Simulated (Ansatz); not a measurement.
LiPb (Pm-3m), an elastic constant from a strain scan

These are results of DFT r2SCAN, scalar-relativistic, plane waves, PAW in Ansatz 0.2.0, not measurements. Cutoff 500 eV, Γ-centred 14×14×14 k-points, Gaussian smearing of 0.15 eV. Spin–orbit coupling is left out, which can shift energies with elements as heavy as these. No spin polarisation. Energies are free energies at this smearing, counted from the undisturbed cell; pressure is positive in compression.

Zero of the scan (as given, not relaxed at this level; it stands at 0.6 GPa, and it needn't be the usual structure):

```
Li Pb
1.0
     3.52200    0.00000    0.00000
     0.00000    3.52200    0.00000
     0.00000    0.00000    3.52200
Li Pb
1 1
Direct
  0.50000 0.50000 0.50000
  0.00000 0.00000 0.00000
```

The cell is strained by ε times the Voigt pattern (1, 1, 0, 0, 0, 0) (xx, yy, zz, yz, xz, xy; engineering shear) with fractional coordinates fixed. The cell holds 2 atoms in V0 = 43.69 Å³. The stress column is τ = (1/V0) dE/dε, got from the stress tensor σ (compression positive) at each point as −det(1 + εP) σ : P(1 + εP)⁻¹, with P the pattern as a tensor.

```
      ε  ΔE (meV/atom)  τ (GPa)
-0.0200          8.151   -4.934
-0.0150          5.138   -3.915
-0.0100          2.799   -2.956
-0.0050          1.097   -2.047
 0.0000          0.000   -1.177
 0.0050         -0.515   -0.339
 0.0100         -0.469    0.471
 0.0150          0.121    1.253
 0.0175          0.613    1.633
 0.0200              ?        ?
```

Q: Which combination of elastic constants does this scan measure, and how large is it?

A: For small ε, τ = τ0 + Kε with K = pᵀCp, which for this pattern is 2(C11 + C12) in the cubic axes. The parabola through τ at ε = -0.0050, 0 and 0.0050 has slope K = 171 GPa at zero. The energies per cell, E = NΔE, of the same two points give K = 2[E(ε₊)/ε₊ − E(ε₋)/ε₋]/[(ε₊ − ε₋)V0] = 171 GPa, in agreement.

Q: Predict the withheld row at ε = 0.0200 from the harmonic law, and compare.

A: ΔE = V0(τ0 ε + Kε²/2)/N = 1.446 meV/atom and τ = 2.24 GPa. The calculation gives 1.233 meV/atom and 2.01 GPa: the energy lies 15 % below the harmonic value, as bonds soften when stretched.

In a metal these slopes depend on the k mesh and the smearing.